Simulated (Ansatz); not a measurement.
PbS (rock salt, Fm-3m) under volume change, plane-wave PAW r²SCAN (Ansatz code), shape and atoms relaxed at each volume.

```tsv
V (Å³/atom)	E − E(relaxed) (meV/atom)	P (GPa)
24.259	46.1	6.67
25.059	19.4	4.09
25.859	4.6	1.89
26.658	0.0	0.01
27.458	4.1	-1.60
28.258	15.6	-2.97
29.058	33.4	-4.13
```

**Question.** What does a third-order Birch–Murnaghan fit give for V₀, B₀ and B′?

**Answer.** V₀ = 26.66 Å³/atom, B₀ = 57.7 GPa, B′ = 4.3.

The r²SCAN relaxation kept the symmetry of its start. Spin–orbit coupling is left out wherever it is not named.

Potentials: the earlier of the program's two PAW sets.
